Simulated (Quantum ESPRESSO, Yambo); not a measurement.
NaLuO$_{2}$ (space group R-3m, No. 166) under isotropic strain (on all lattice vectors), counted from the cell relaxed with PBEsol, atoms relaxed at each step. norm-conserving PBEsol (Quantum ESPRESSO, 100 Ry, scalar-relativistic); G0W0 in Yambo (4×4×4 Γ-centred k mesh, bands 3 to 107 and a 8 Ry block in the screening, 107 bands in G with the Bruneval-Gonze terminator, plasmon pole fitted at 27.2 eV).

```json
[
 {"strain s (%)": "-3", "PBEsol direct gap at Γ (eV)": "4.202", "G0W0 direct gap at Γ (eV)": "4.669"},
 {"strain s (%)": "-1.5", "PBEsol direct gap at Γ (eV)": "3.916", "G0W0 direct gap at Γ (eV)": "4.496"},
 {"strain s (%)": "-0.7", "PBEsol direct gap at Γ (eV)": "3.769", "G0W0 direct gap at Γ (eV)": "4.407"},
 {"strain s (%)": "0", "PBEsol direct gap at Γ (eV)": "3.645", "G0W0 direct gap at Γ (eV)": "4.333"},
 {"strain s (%)": "+1", "PBEsol direct gap at Γ (eV)": "3.469", "G0W0 direct gap at Γ (eV)": "4.246"},
 {"strain s (%)": "+2", "PBEsol direct gap at Γ (eV)": "?", "G0W0 direct gap at Γ (eV)": "?"}
]
```

Fit a parabola in s to each column by least squares and predict the withheld row.

PBEsol: E = 3.644 − 0.1774 s + 0.0029 s² (largest residual 1 meV), giving 3.301 eV at s = +2; the run gave 3.300 eV, a miss of 1 meV. G0W0: E = 4.337 − 0.0971 s + 0.0046 s² (largest residual 4 meV), giving 4.161 eV at s = +2; the run gave 4.141 eV, a miss of 20 meV. The withheld row lies outside the fitted range, so this is an extrapolation. The GW settings are held fixed; their convergence isn't established. The screening block changes size along the series (135 vectors at -3 %, 135 vectors at -1.5 %, 135 vectors at -0.7 %, 135 vectors at +0 %, 141 vectors at +1 %, 143 vectors at +2 %), which puts steps into the G0W0 values. The 4f states are in the valence at their DFT position.

The structure is a Materials Project entry; no match was found in the copy of COD used, and its stability was not checked.
